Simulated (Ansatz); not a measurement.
As in space group Cmce (No. 64; As on 8f) under volume change, the program Ansatz at the LDA level (PAW), shape and atoms relaxed at each volume.

```
V (Å³/atom)  E − E(relaxed) (meV/atom)     P (GPa)
-----------  -------------------------  ----------
19.211                            25.2        4.83
19.844                      (withheld)  (withheld)
20.478                      (withheld)  (withheld)
21.111                             0.0        0.00
21.744                             2.0       -0.96
22.378                             7.3       -1.65
23.011                            14.8       -2.13
```

### Question
Complete the blanks.

### Answer

- 20.478, E − E(relaxed) (meV/atom): 2.4
- 20.478, P (GPa): 1.24
- 19.844, E − E(relaxed) (meV/atom): 10.2
- 19.844, P (GPa): 2.81

### Question
What does a third-order Birch–Murnaghan fit give for V₀, B₀ and B′?

### Answer
V₀ = 21.11 Å³/atom, B₀ = 35.6 GPa, B′ = 8.0.

The workflow started from a Materials Project entry (that database holds measured and hypothetical structures alike); the Crystallography Open Database files this formula in space group No. 64, but the cells were not matched. It is not the phase usual at ambient conditions (space group No. 166). The cell was relaxed with LDA under the symmetry of its start; its stability against distortions is not shown here. A crystal of weakly bound layers computed without a dispersion correction: the cell and the soft elastic constants depend strongly on that.

Potentials: the later of the program's two PAW sets.
